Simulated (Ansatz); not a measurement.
**Question.** Name crystals whose computed values (PBEsol (plane waves, PAW; program Ansatz)) fall in these windows: highest Γ mode, no LO–TO term (cm⁻¹) 82 to 110; B₀ by P(V) fit (GPa) 34 to 42; G_Hill (GPa) 11 to 15.

**Answer.** 

```tsv
crystal	highest Γ mode, no LO–TO term (cm⁻¹)	B₀ by P(V) fit (GPa)	G_Hill (GPa)
Bi, A7 (α-As type)	96	37.2	12.7
```
Others may fit too.

The cell was relaxed under the symmetry of its start. Spin–orbit coupling is left out wherever it is not named.

Potentials: the earlier of the program's two PAW sets. The files were generated under PBE; for other functionals the program regenerates the frozen cores, and for LDA and PBEsol the local potential too.
